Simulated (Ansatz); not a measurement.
Name crystals whose computed values (r²SCAN+D4 in the plane-wave PAW code Ansatz) fall in these windows: B₀ by P(V) fit (GPa) 50 to 67; highest Γ mode, no LO–TO term (cm⁻¹) 170 to 240.



```csv
crystal,B₀ by P(V) fit (GPa),"highest Γ mode, no LO–TO term (cm⁻¹)"
"TePdSe, P3m1 (Te on 1a, Pd on 1b, Se on 1c)",56.2,198
```
Others may fit too.

Standing as an ambient phase not checked: TePdSe, P3m1 (Te on 1a, Pd on 1b, Se on 1c). Perhaps ordered models of mixed-site phases: TePdSe, P3m1 (Te on 1a, Pd on 1b, Se on 1c). The cell was relaxed under the symmetry of its start. Rows with no word on spin ran without spin polarisation. Spin–orbit coupling is left out wherever it is not named.

Potentials: the later of the program's two PAW sets.
